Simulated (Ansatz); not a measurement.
Consider the following.

ScGe:
```cif
data_Ge4Sc4
_chemical_formula_sum 'Sc4 Ge4'
_space_group_name_H-M_alt 'Cmcm'
_space_group_IT_number 63
_space_group_name_Hall '-C 2c 2'
_cell_length_a 4.01525
_cell_length_b 10.08568
_cell_length_c 3.76312
_cell_angle_alpha 90.000
_cell_angle_beta 90.000
_cell_angle_gamma 90.000
loop_
_atom_site_label
_atom_site_type_symbol
_atom_site_symmetry_multiplicity
_atom_site_Wyckoff_symbol
_atom_site_fract_x
_atom_site_fract_y
_atom_site_fract_z
_atom_site_occupancy
Sc1 Sc 4 c 0.00000 0.13658 0.75000 1
Ge1 Ge 4 c 0.00000 0.58961 0.25000 1
```
(The calculation used a cell of 4 atoms; values per cell refer to that cell.)

This is the r²SCAN-relaxed structure.

All from r²SCAN in the plane-wave PAW code Ansatz, unless another level is named. Predict the electronic character.

metallic (no gap).

Give the density of states at the Fermi level.

0.48 states/eV per atom (mean over ±0.08 eV).

Predict the formation energy from the elements (no fitted shifts).

-88 kJ/mol of atoms.

Predict the gap with spin–orbit coupling.

none (metallic).

The workflow started from a Materials Project entry (that database holds measured and hypothetical structures alike); the Crystallography Open Database copy checked does not list it. Whether it is the stable phase at ambient conditions was not checked. The r²SCAN relaxation kept the symmetry of its start; of distortions, only those at the zone centre were tested. No spin polarisation was allowed. The references are the lowest solids computed at this level, not always the standard phases. Scalar-relativistic: spin–orbit coupling is off unless named, which matters more the heavier the elements.

Potentials: the later of the program's two PAW sets.
